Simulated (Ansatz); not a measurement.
Here is an unrelaxed guess for SmO5.

```cif
data_structure
_symmetry_space_group_name_H-M 'P 1'
_symmetry_Int_Tables_number 1
_cell_length_a 4.3490
_cell_length_b 4.3490
_cell_length_c 4.8756
_cell_angle_alpha 90.000
_cell_angle_beta 90.000
_cell_angle_gamma 120.000
_cell_volume 79.86
loop_
_atom_site_label
_atom_site_type_symbol
_atom_site_fract_x
_atom_site_fract_y
_atom_site_fract_z
_atom_site_occupancy
Sm1 Sm 0.00000 0.00000 0.00000 1
O1 O 0.33333 0.66667 0.00000 1
O2 O 0.66667 0.33333 0.00000 1
O3 O 0.41241 0.00000 0.50000 1
O4 O 0.00000 0.41241 0.50000 1
O5 O 0.58759 0.58759 0.50000 1
```

All numbers below come from DFT PBE, scalar-relativistic, plane waves, PAW, and for the lanthanide a 4f-in-core norm-conserving potential, in Ansatz. Plane waves to 690 eV, a k mesh through Γ of 6×6×4 on the computed 6-atom cell and Gaussian smearing (0.10 eV); no spin polarisation.

Energies over the elements count from the elements' standard structures at the same level (O₂ as a molecule), with no fitted energy shifts.

Question: How far from equilibrium is it?

Answer: The pressure is -17.4 GPa (the mean over three directions, positive in compression), the largest force is 0.30 eV/Å, and the energy is +0.18 eV/atom against the elements. The shortest distance is 2.27 Å.

Question: Is it a good guess?

Answer: A rough one: relaxing gains about 0.27 eV/atom (the start's value is from the coarse mesh, so the gain is rough) in 16 ionic steps and ends at −0.10 eV/atom on the finer mesh. The symmetry goes from P-62m (No. 189) to P6/mmm (No. 191). The volume per atom shrinks by 3.5 %, from 13.3 to 12.8 Å³. The shortest distance goes from 2.27 Å (O–O) to 1.96 Å (O–O). Conventional cell: a = 3.918 Å, c = 5.798 Å. Around Sm lie 6 O at 2.26 Å; O on a site of symmetry -6m2 has 3 O at 2.26 Å and 3 Sm at 2.26 Å; O on a site of symmetry mmm has 4 O at 1.96 Å (long against the sum of covalent radii).

The last run used a 12×12×8 mesh (in the run's order of axes) for its 6-atom cell and Gaussian smearing of 0.10 eV. No dispersion correction is applied, so the spacing and binding between layers, chains or molecules are poorly described. An odd number of valence electrons (the lanthanide is held trivalent, its 4f shell in the core) allows no gap without spin; another valence of the lanthanide, a larger cell or a magnetic state could open one. The cell is a metal run without spin; a magnetic state may lie lower. The relaxation can't lower the symmetry of the start, and the grade says only how near the guess is to its own end. Symmetry constrained the relaxation, so the result can be a saddle point. Another cell of SmO5 relaxed alike, in P6/mmm, lies 0.89 eV/atom lower, so this cell isn't the stable form at this level.

The lanthanide is trivalent by construction, without f bands, f moments or other valences. The reference runs of the other elements, and any phases without the lanthanide, used 420 eV, which shifts energies against them by under 10 meV/atom. The lanthanide's reference is the lowest of its hcp, dhcp and fcc cells.
